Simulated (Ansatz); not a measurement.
An Ansatz input:

```yaml
crystal:
  lattice:
    - [2.50982607, 0.0, 0.0]
    - [-1.254913035, 2.1735731357, 0.0]
    - [0.0, 0.0, 4.2896983918]
  atoms:
    - { symbol: Fe, position: [0.3333333333, 0.6666666667, 0.25], spin: 2.664 }
    - { symbol: Fe, position: [0.6666666667, 0.3333333333, 0.75], spin: -2.664 }
hamiltonian:
  xc: r2scan
  pseudopotentials:
    kind: paw
    azcp:
      Fe: "pseudopotentials/Fe.paw.azcp"
basis:
  ecutwfc: 500
  fft_grid_basis: typed
kpoints:
  mp_grid: { grid: [24, 24, 12], shift: [0, 0, 0] }
magnetization:
  spin_polarized: true
scf:
  occupations: { method: fermi_dirac, width: 0.05 }
```

Terminal output

```
Engine: ansatz 0.2.0, x86_64-unknown-linux-gnu
Pseudopotentials: kind: paw
Pseudopotential: Fe, paw, valence charge 16, recommended cutoff 500 eV (meta_gga) 
Functional definition: r2SCAN
  parameter k0 = 0.174
  parameter k1 = 0.065
  parameter a1 = 4.9479
  exchange = r2scan_x(k0 = k0, k1 = k1, a1 = a1)
  correlation = r2scan_c
Crystal: 2 atoms, lattice volume = 23.402 Å³
Basis set: ecut = 500 eV, 597 PW (Γ), exchange–correlation on 80×80×128 points (64 copies of the dense FFT grid, shifted against one another)
Bands: 23, of which v1, the nominal top of the filled ones, is band 16 counted from 1 (15 counted from 0)
Symmetry: 12 space group operations
Space group: P-6m2 (ITA 187), of the structure as read, at distance tolerance 2.9e-5 Å
Magnetic group: BNS 194.267 (UNI 1497), of the structure as read, at distance tolerance 2.9e-5 Å
k-points: 427 of 6912 (time reversal used)
Non-local potential: Fe, projectors of the file, l = 0: 3, l = 1: 2, l = 2: 3, l = 3: 1
PAW form: soft (Blöchl's): semilocal exchange-correlation on the pseudo side does not see the compensation charge
PAW frozen core: Fe, regenerated for the run's functional (the file was generated under x = pbe(κ = 0.804, μ = 0.2195149727645171), c = pbe(β = 0.06672455060314922))
PAW one-centre angular grid: Fe, 590 points (default); XC on 160 Gauss nodes
Initial density: superposition of atomic densities (chi_scale 0.1, normalization cell)
Starting moments: Σ|m| = 5.328 μB on 2 of 2 sites
Starting magnetic order: antiferromagnet; an inversion exchanges its spin sublattices: spin-degenerate at every k-point
Initial wavefunctions: pseudopotential atomic-orbital guess
Functional: x = r2scan, c = r2scan; τ floored in thin density (d = 2e-4 eV/Å³)
SCF iter   1: F=—  HF=-8970.908118 eV  |F-HF|=—  |Δ(HF+E_count)|=         —  Δρ=6.66e-2 (↑6.66e-2 ↓6.66e-2)  dr2=2.44e0  dr2_τ=1.07e-2  dr2_m=1.16e-1  M=-0.000 μB ∫|m|=5.164 μB  β_m=0.30  ethr=3.10e-3  ⟨swp⟩=4.8  Hψ=76600  notcnv=0  defer=48
Mixer restart at iter 1: flushing history
SCF iter   2: F=—  HF=-8970.162567 eV  |F-HF|=—  |Δ(HF+E_count)|=   7.46e-1  Δρ=3.43e-2 (↑3.43e-2 ↓3.43e-2)  dr2=2.99e-1  dr2_τ=1.52e-2  dr2_m=1.60e-1  M=-0.000 μB ∫|m|=5.293 μB  β_m=0.30  ethr=3.10e-3  ⟨swp⟩=3.2  Hψ=38352  notcnv=0  defer=990  κ⁻¹=1.0e0(r=1)
SCF iter   3: F=—  HF=-8970.513088 eV  |F-HF|=—  |Δ(HF+E_count)|=         —  Δρ=2.97e-2 (↑2.97e-2 ↓2.97e-2)  dr2=1.88e-2  dr2_τ=3.62e-3  dr2_m=1.78e-1  M=-0.000 μB ∫|m|=5.470 μB  β_m=0.30  ethr=9.35e-4  ⟨swp⟩=2.5  Hψ=29061  notcnv=0  defer=976
Mixer restart at iter 3: flushing history
SCF iter   4: F=—  HF=-8970.711687 eV  |F-HF|=—  |Δ(HF+E_count)|=   1.99e-1  Δρ=2.20e-2 (↑2.20e-2 ↓2.20e-2)  dr2=1.02e-2  dr2_τ=2.02e-3  dr2_m=9.69e-2  M=0.000 μB ∫|m|=5.478 μB  β_m=0.30  ethr=5.86e-5  ⟨swp⟩=2.9  Hψ=33940  notcnv=0  defer=976  κ⁻¹=1.0e0(r=1)
SCF iter   5: F=—  HF=-8970.990735 eV  |F-HF|=—  |Δ(HF+E_count)|=   2.79e-1  Δρ=3.33e-3 (↑3.33e-3 ↓3.33e-3)  dr2=5.37e-3  dr2_τ=1.10e-4  dr2_m=8.61e-4  M=-0.000 μB ∫|m|=5.488 μB  β_m=0.30  ethr=3.18e-5  ⟨swp⟩=3.0  Hψ=45202  notcnv=0  defer=970  κ⁻¹=6.0e-3(r=2)
SCF iter   6: F=—  HF=-8970.994357 eV  |F-HF|=—  |Δ(HF+E_count)|=   3.62e-3  Δρ=1.78e-3 (↑1.78e-3 ↓1.78e-3)  dr2=8.13e-4  dr2_τ=1.10e-5  dr2_m=4.31e-4  M=0.000 μB ∫|m|=5.484 μB  β_m=0.30  ethr=1.68e-5  ⟨swp⟩=2.1  Hψ=30682  notcnv=0  defer=966  κ⁻¹=6.2e-4(r=3)
SCF iter   7: F=—  HF=-8970.998702 eV  |F-HF|=—  |Δ(HF+E_count)|=   4.34e-3  Δρ=4.93e-4 (↑4.84e-4 ↓4.93e-4)  dr2=1.46e-5  dr2_τ=4.61e-7  dr2_m=4.18e-5  M=-0.000 μB ∫|m|=5.482 μB  β_m=0.30  ethr=2.54e-6  ⟨swp⟩=2.0  Hψ=26948  notcnv=0  defer=966  κ⁻¹=3.7e-4(r=4)
SCF iter   8: F=—  HF=-8970.999024 eV  |F-HF|=—  |Δ(HF+E_count)|=   3.22e-4  Δρ=3.65e-4 (↑3.65e-4 ↓3.42e-4)  dr2=1.03e-5  dr2_τ=3.28e-7  dr2_m=2.23e-5  M=0.000 μB ∫|m|=5.482 μB  β_m=0.30  ethr=4.56e-8  ⟨swp⟩=2.0  Hψ=33376  notcnv=0  defer=966  κ⁻¹=4.5e-5(r=5)
SCF iter   9: F=—  HF=-8970.999107 eV  |F-HF|=—  |Δ(HF+E_count)|=   8.30e-5  Δρ=1.32e-4 (↑6.87e-5 ↓1.32e-4)  dr2=4.99e-6  dr2_τ=4.53e-8  dr2_m=1.38e-6  M=-0.000 μB ∫|m|=5.481 μB  β_m=0.30  ethr=3.21e-8  ⟨swp⟩=2.0  Hψ=31534  notcnv=0  defer=966  κ⁻¹=4.0e-5(r=6)
SCF iter  10: F=—  HF=-8970.999111 eV  |F-HF|=—  |Δ(HF+E_count)|=   3.67e-6  Δρ=4.00e-5 (↑4.00e-5 ↓3.95e-5)  dr2=2.26e-7  dr2_τ=2.39e-8  dr2_m=1.28e-7  M=-0.000 μB ∫|m|=5.481 μB  β_m=0.30  ethr=1.56e-8  ⟨swp⟩=2.0  Hψ=26665  notcnv=0  defer=966  κ⁻¹=5.5e-7(r=7)
SCF iter  11: F=—  HF=-8970.999112 eV  |F-HF|=—  |Δ(HF+E_count)|=   8.76e-7  Δρ=2.81e-5 (↑2.70e-5 ↓2.81e-5)  dr2=6.91e-8  dr2_τ=3.52e-9  dr2_m=1.03e-7  M=0.000 μB ∫|m|=5.481 μB  β_m=0.30  ethr=7.05e-10  ⟨swp⟩=2.1  Hψ=25989  notcnv=0  defer=966  κ⁻¹=4.8e-7(r=8)
SCF iter  12: F=—  HF=-8970.999112 eV  |F-HF|=—  |Δ(HF+E_count)|=   7.10e-7  Δρ=1.23e-5 (↑1.20e-5 ↓1.23e-5)  dr2=2.03e-8  dr2_τ=2.81e-9  dr2_m=2.16e-8  M=0.000 μB ∫|m|=5.481 μB  β_m=0.30  ethr=2.16e-10  ⟨swp⟩=2.0  Hψ=32936  notcnv=0  defer=966  κ⁻¹=2.1e-7(r=8)
SCF iter  13: F=—  HF=-8970.999112 eV  |F-HF|=—  |Δ(HF+E_count)|=   4.91e-9  Δρ=1.03e-5 (↑9.40e-6 ↓1.03e-5)  dr2=9.34e-9  dr2_τ=4.32e-10  dr2_m=1.42e-8  M=0.000 μB ∫|m|=5.482 μB  β_m=0.30  ethr=6.33e-11  ⟨swp⟩=2.0  Hψ=29146  notcnv=0  defer=966  κ⁻¹=3.0e-7(r=8)
SCF iter  14: F=—  HF=-8970.999113 eV  |F-HF|=—  |Δ(HF+E_count)|=   1.37e-7  Δρ=5.25e-6 (↑5.25e-6 ↓5.04e-6)  dr2=3.48e-9  dr2_τ=2.16e-10  dr2_m=3.49e-9  M=-0.000 μB ∫|m|=5.482 μB  β_m=0.30  ethr=2.92e-11  ⟨swp⟩=2.0  Hψ=32717  notcnv=0  defer=966  κ⁻¹=7.2e-7(r=8)
SCF iter  15: F=-8970.999113 eV  HF=-8970.999113 eV  |F-HF|=1.36e-9  |Δ(HF+E_count)|=   1.11e-7  Δρ=2.67e-6 (↑2.49e-6 ↓2.67e-6)  dr2=1.83e-9  dr2_τ=5.60e-11  dr2_m=5.15e-10  M=0.000 μB ∫|m|=5.482 μB  ethr=1.09e-11  ⟨swp⟩=1.6  Hψ=59724  notcnv=0
SCF 1 converged in 15 iterations: F = -8970.999113 eV  dr2 = 1.83e-9
WARN: an SCF from ferromagnetic starting moments (-2.67, -2.67 Bohr magnetons, atom by atom) was not made, by what the run has read of turns of its moments that order reads lower: the deck asks for what bars it, or types moments that do (magnetization.spin_polarized, in the input reference, names some of the keys), or the run goes by scf.lower_state_search: light, the default, which as a rule tries one only behind a close that has lost an order of both signs, or on which an open d or half-filled 4f shell of a PAW file has lost a moment that was set nearer to Hund's than to what is left; or, under a Hubbard U, one that names an f shell that the input leaves bare beside given moments, or a larger moment for a shell of low spin that is given one. standard, with a start from the atoms, tries one behind each close (in a relaxation, ahead of its steps or at their end). To set out from that order, type those moments (crystal.atoms[].spin; where shells were raised to Hund's moment, beside crystal.symmetry.detect: false) under scf.lower_state_search: light. The bands of the close that named these starting moments, or of the one ahead of a search that led to it (under cold or Methfessel-Paxton smearing those of the Gaussian ahead of it) read a cost of -201.66 meV for the turn to them, carried on from a small turn (-201.66 by the pairs of d shells alone)
this state was not tested for a lower state beside it, because the mixer in use, unlike msr1, does not test its closes by its own steps (another_mixer; see scf.mixing.algorithm and scf.lower_state_search)
SCF converged after 15 iterations
Magnetization: 0.0000 μB (16.0000 up, 16.0000 down)
Absolute magnetization: 5.4819 μB (∫|ρ↑−ρ↓|, with the PAW one-centre terms)
Spin contamination: 2.4437 ħ² per cell (⟨S²⟩ above its minimum at these occupations)
Per-site moments (μB) at R_I (Å): [(2.6575499848214053, 1.0353032538748903), (-2.657548043232634, 1.0353032538748903)]
Free energy (F): -8970.999113 eV
Harris-Foulkes:  -8970.999113 eV  (|F-HF|=1.36e-9)
Internal energy: -8970.979596 eV  (E = F + TS)
E sigma→0 (E₀):  -8970.989354 eV
Entropy (-TS):   -0.019516 eV (-9.758 meV/atom)
Fermi energy:    18.219690 eV
--- Per-component energies (eV) ---
  E_band       = -488.664220
  E_kinetic    = 697.498992
  E_local      = -4204.344314  (includes V_loc(G=0)·N_el)
  E_nonlocal   = 444.110169
  E_hartree    = 1763.195987
  E_xc         = -226.000350
  E_vxc        = -335.543876  (∫ρ·V_xc dr)
  E_paw        = -2756.532915  (= ΣΔE_a)
  E_vpaw       = -640.960817  (= ΣTr[D̂ρ^β])
  E_aug_tail   = 0.000493  (compensation charges beyond the density's cutoff)
  E_vtau       = 24.179750  (kinetic-family band-sum trace: ∫τ·v_τ [+ j·A + Jᵃ·Aᵃ] dr)
  E_ewald      = -4688.328709
  E_core_change = -0.578950  (= ΣΔE_core)
  E_smearing   = -0.019516  (= −TS)
  E_closure    = 0.000000  (closes the sum)
  Σ components = -8970.999113   (vs F -8970.999113, Δ=0.00e0)
```

Launched by

```sh
ansatz run input.yaml --threads 1 --pin off --max-ram 3584MiB --backend cpu --events-out ev --progress --plain --runs-dir out
```

On 1 thread of Intel(R) Xeon(R) Platinum 8259CL CPU @ 2.50GHz (Skylake/Cascade Lake) (shared host) this took about 170 s of wall time and 170 s of CPU time.
